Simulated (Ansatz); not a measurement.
Starting cell, Rh (fcc, Cu type):

```
CELL_PARAMETERS angstrom
      3.80012     0.00000     0.00000
      0.00000     3.80012     0.00000
      0.00000     0.00000     3.80012
ATOMIC_POSITIONS crystal
  Rh 0.00000 0.00000 0.00000
  Rh 0.50000 0.50000 0.00000
  Rh 0.50000 0.00000 0.50000
  Rh 0.00000 0.50000 0.50000
```

In this cell atom 1 (Rh, nearest neighbour Rh at 2.687 Å; its periodic images, 3.8 Å or more away, move with it) is moved by s along Cartesian z, unit vector (0.000, 0.000, 1.000); all other atoms and the cell stay fixed.

All values below come from r2SCAN (plane waves to 500 eV, PAW, scalar-relativistic; Ansatz, a quantum-chemistry and plane-wave program). k mesh 10×10×10 (Γ-centred), Fermi-Dirac smearing 0.05 eV. The energy includes the smearing's −TS. With partly filled bands, energies and forces of such displacements shift with the k mesh and the smearing. Rh is run without spin polarisation. Rh was relaxed with its symmetry unable to fall. The PAW data are Ansatz's earlier set. The zero of ΔE is the undisplaced structure.

Successive frames, forces in eV/Å:

| frame | ΔE (meV/cell) | F on Rh1 | F on Rh2 | F on Rh3 | F on Rh4 |
|---|---|---|---|---|---|
| s = 0.216 Å | 272 | (0.000, 0.000, -2.549) | (0.000, 0.000, 0.297) | (0.000, 0.000, 1.126) | (0.000, 0.000, 1.126) |
| s = 0.162 Å | 153 | (0.000, 0.000, -1.889) | (0.000, 0.000, 0.225) | (0.000, 0.000, 0.832) | (0.000, 0.000, 0.832) |
| s = 0.108 Å | 68 | (0.000, 0.000, -1.255) | (0.000, 0.000, 0.148) | (0.000, 0.000, 0.554) | (0.000, 0.000, 0.554) |

### Question
What are the energy and the forces in the next frame, s = 0.054 Å?

### Answer
ΔE (meV/cell) = 17.

| atom | Fx | Fy | Fz |
|---|---|---|---|
| Rh1 | 0.000 | 0.000 | -0.627 |
| Rh2 | 0.000 | 0.000 | 0.073 |
| Rh3 | 0.000 | 0.000 | 0.277 |
| Rh4 | 0.000 | 0.000 | 0.277 |

(For displaced atoms, the force is minus the slope of the energy, and its curvature is a force constant, which sets phonon frequencies.)
